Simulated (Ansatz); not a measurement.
Given:

Al2Pt:
```cif
data_Al2Pt
_chemical_formula_sum 'Al2 Pt1'
_space_group_name_H-M_alt 'P 1'
_space_group_IT_number 1
_cell_length_a 4.20444
_cell_length_b 4.20444
_cell_length_c 4.20444
_cell_angle_alpha 60.000
_cell_angle_beta 60.000
_cell_angle_gamma 60.000
loop_
_space_group_symop_operation_xyz
  'x, y, z'
loop_
_atom_site_label
_atom_site_type_symbol
_atom_site_fract_x
_atom_site_fract_y
_atom_site_fract_z
_atom_site_occupancy
Al1 Al 0.25000 0.25000 0.25000 1
Al2 Al 0.75000 0.75000 0.75000 1
Pt1 Pt 0.00000 0.00000 0.00000 1
```

This is the PBE-relaxed structure.

Task: All from PBE in the plane-wave PAW code Ansatz, unless another level is named. Predict the formation energy from the elements (no fitted shifts).

Result: -0.88 eV/atom.

Task: What about the density of states at the Fermi level?

Result: 0.41 states/eV per atom (mean over ±0.08 eV).

Space group Fm-3m (fluorite or antifluorite type). The cell was relaxed with PBE under the symmetry of its start. The run is not spin-polarised. The references are the lowest solids computed at this level, not always the standard phases. Spin–orbit coupling is left out wherever it is not named.

Potentials: the later of the program's two PAW sets.
